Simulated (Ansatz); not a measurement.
**Notes on Tl₃NiGe**

```yaml
crystal:
  lattice:
    - [5.36703, 0.41583, 0.12549]
    - [-0.75817, 6.41231, -2.42975]
    - [0.60532, -0.40599, 7.95517]
  atoms:
    - { symbol: Ni, position: [0.85760, 0.82253, 0.51336] }
    - { symbol: Ni, position: [0.23776, 0.36127, 0.72292] }
    - { symbol: Ge, position: [0.06635, 0.59363, 0.14675] }
    - { symbol: Ge, position: [0.36647, 0.93584, 0.48633] }
    - { symbol: Tl, position: [0.51839, 0.86157, 0.09749] }
    - { symbol: Tl, position: [0.05044, 0.95008, 0.93219] }
    - { symbol: Tl, position: [0.54095, 0.48425, 0.25462] }
    - { symbol: Tl, position: [0.57389, 0.12930, 0.85302] }
    - { symbol: Tl, position: [0.06190, 0.25460, 0.34898] }
    - { symbol: Tl, position: [0.74955, 0.53813, 0.71410] }
```

Single point in Ansatz 0.2.0 with m-r2SCAN, no spin polarisation. Cutoff 500 eV, PAW datasets, 4×3×3 (shifted by 0.5, 0.5, 0 steps) k mesh, methfessel-paxton filling (width 0.0399 eV).

Problem. What does the stress say?

Solution. The pressure is -4.1 GPa (compression positive), so with the atoms held at these fractions the cell would first shrink; the forces are large, so a full relaxation may end otherwise. The principal stresses -5.5, -4.9, -1.8 GPa differ, so its shape would change too.

Problem. Where is the largest force?

Solution. The largest is on Tl8: 1.12 eV/Å, components (0.06, 0.46, -1.02). It makes 49° with the line to a nearest neighbour, Ni2 at 2.98 Å.

Problem. Describe some of the short contacts.

Solution. Ni–Ge at 2.83 Å: least valence density 0.23 e/Å³ and ELF 0.42 there. Ni–Tl at 2.97 Å: least valence density 0.19 e/Å³ and ELF 0.27 there. Ge–Tl at 2.97 Å: least valence density 0.23 e/Å³ and ELF 0.39 there. These are pseudo-fields; inside the PAW spheres they differ from the all-electron ones.

Problem. Metal or insulator?

Solution. It is a metal, with about 6.8 states/eV a cell as the mean within 0.25 eV of the Fermi level, mostly Ni d (37 %), Tl p (30 %) and Ge p (19 %).

Origin: a disordered cell, so it need not be a known compound. Caveats: no spin polarisation, so a magnetic state may lie lower; the k mesh is coarse if the cell is a metal; m-r2SCAN is r2SCAN with a changed spin dependence that lowers moments.
